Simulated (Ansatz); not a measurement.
Total density of states per atom from LDA in the plane-wave PAW code Ansatz, in 0.25 eV bins, energy from the valence-band maximum:

(E (eV), states/eV/atom): (-7.85, 0.00); (-7.60, 0.00); (-7.35, 0.00); (-7.10, 0.00); (-6.85, 0.00); (-6.60, 0.00); (-6.35, 0.00); (-6.10, 0.00); (-5.85, 0.00); (-5.60, 0.00); (-5.35, 0.00); (-5.10, 0.36); (-4.85, 3.84); (-4.60, 1.13); (-4.35, 0.06); (-4.10, 0.47); (-3.85, 0.83); (-3.60, 1.13); (-3.35, 0.50); (-3.10, 0.44); (-2.85, 0.67); (-2.60, 0.54); (-2.35, 0.42); (-2.10, 0.88); (-1.85, 0.95); (-1.60, 0.41); (-1.35, 0.35); (-1.10, 0.71); (-0.85, 0.59); (-0.60, 0.83); (-0.35, 0.66); (-0.10, 0.22); (0.15, 0.00); (0.40, 0.00); (0.65, 0.00); (0.90, 0.01); (1.15, 0.05); (1.40, 0.11); (1.65, 0.31); (1.90, 0.45); (2.15, 0.45); (2.40, 0.40); (2.65, 0.31); (2.90, 0.43); (3.15, 0.49); (3.40, 0.38); (3.65, 0.47); (3.90, 0.41); (4.15, 0.38); (4.40, 0.57); (4.65, 0.54); (4.90, 0.39); (5.15, 0.57); (5.40, 0.68)

Task: Pick the material that matches.
A. Nb2N, anti-CdI2 type
B. WN2, Fd-3m (W on 8a, N on 16c)
C. WC, rock salt
D. AlN, P6_3mc (Pearson symbol hP12)

Result: B, WN2, Fd-3m (W on 8a, N on 16c). Top 1 eV of the valence band: N 2p 91 %, W 5d 6 %. Bottom 1 eV of the conduction band: W 5d 76 %, N 2p 18 %. Projections are on Löwdin-orthogonalised atomic valence shells; empty p or d shells of many metals are not among them.

The workflow started from a Materials Project entry (that database holds measured and hypothetical structures alike); the Crystallography Open Database copy checked does not list it. Whether it is the stable phase at ambient conditions was not checked. The LDA relaxation kept the symmetry of its start; whether a distortion lowers the energy is not shown. The run is not spin-polarised. Scalar-relativistic: spin–orbit coupling is off unless named, which matters more the heavier the elements.

Potentials: the later of the program's two PAW sets.
